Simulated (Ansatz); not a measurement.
**The bulk modulus of Al₂Cu from a series of volumes**

Reference cell: an entry of the Crystallography Open Database (COD), whose atoms a relaxation with PBE at fixed cell left in place.

Space group I4/mcm (No. 140); a = 6.0670, c = 4.8770 Å.

```csv
site,Wyckoff,site symmetry,x,y,z
Al,8h,m.2m,0.1581,0.6581,0.5000
Cu,4a,422,0.0000,0.0000,0.7500
```

One atom of each set is listed; the run and its k-mesh use a cell of 6 atoms with edges of 4.93, 4.93, 4.93 Å.

Computed with Ansatz: DFT, PBE, plane waves and PAW, scalar-relativistic, 420 eV cutoff, Γ-centred 12×12×12 k-points, Fermi–Dirac smearing 0.05 eV.

The cell is scaled uniformly, and the ions relax again at each size.

```
V/V₀  pressure (GPa)
0.94             6.7
0.96             4.1
0.98             1.8
1.00            -0.3
1.02            -2.2
1.04               ?
1.06            -5.3
```

(1) Estimate the row at V/V₀ = 1.04 and the bulk modulus.

Results:

(1) pressure (GPa): -3.8. Worked: a parabola in ln(V/V₀) through the other 6 rows gives -3.8 GPa there. It crosses zero pressure at V/V₀ = 0.997, the equilibrium volume of this functional, where the bulk modulus is B = −dP/d ln V = 100 GPa. The shape of the cell is held, so in this non-cubic crystal both values are those of uniform scaling, and B is an upper bound to the hydrostatic one.
